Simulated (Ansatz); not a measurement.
Relaxed SnTe (rock salt):

```yaml
crystal:
  lattice:
    - [0.00000, 3.18559, 3.18559]
    - [3.18559, 0.00000, 3.18559]
    - [3.18559, 3.18559, 0.00000]
  atoms:
    - { symbol: Te, position: [0.00000, 0.00000, 0.00000] }
    - { symbol: Sn, position: [0.50000, 0.50000, 0.50000] }
```

The numbers are results of r2SCAN (plane waves to 500 eV, PAW, scalar-relativistic; Ansatz, a quantum-chemistry and plane-wave program), not measurements. k mesh 10×10×10 (Γ-centred), Fermi-Dirac smearing 0.05 eV. SnTe was relaxed with its symmetry unable to fall. Spin-orbit coupling is left out, though Te is heavy. The PAW data are Ansatz's earlier set.

One atom of the cell was then moved (with its periodic images), all else fixed, and the forces (eV/Å) came out as:

| atom | Fx | Fy | Fz |
|---|---|---|---|
| Te1 | 0.358 | 0.358 | 0.000 |
| Sn2 | -0.358 | -0.358 | 0.000 |

With two atoms only their relative shift counts; take Te1 as fixed.

Q: Which atom was moved, and by which vector (Å)?

A: Sn2, by (0.27, 0.27, 0.00), 0.38 Å in all.

(For displaced atoms, the force is minus the slope of the energy, and its curvature is a force constant, which sets phonon frequencies.)
